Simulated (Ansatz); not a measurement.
Here is the system:

RhPb:
Space group Pm-3m (No. 221); a = b = c = 3.3462 Å, α = β = γ = 90.00°

```json
[
 {"atom": "Pb", "site": "1a", "symmetry": "m-3m", "x": "0.0000", "y": "0.0000", "z": "0.0000"},
 {"atom": "Rh", "site": "1b", "symmetry": "m-3m", "x": "0.5000", "y": "0.5000", "z": "0.5000"}
]
```

This is the r²SCAN-relaxed structure.

### Question
All from DFT-r²SCAN in the program Ansatz with PAW potentials, unless another level is named. Estimate the formation energy from the elements (no fitted shifts).

### Answer
0.094 eV/atom.

### Question
And the density of states at the Fermi level?

### Answer
1.1 states/eV per atom (mean over ±0.08 eV).

The cell is a constructed one: a structure type filled with these elements; neither database checked (COD, Materials Project) lists it. COD files the formula under space group No. 191. Whether it is the stable phase at ambient conditions was not checked. The cell was relaxed with r²SCAN under the symmetry of its start; whether a distortion lowers the energy is not shown. The run is not spin-polarised. The references are the lowest solids computed at this level, not always the standard phases. Scalar-relativistic: spin–orbit coupling is off unless named, which matters more the heavier the elements.

Potentials: the earlier of the program's two PAW sets.
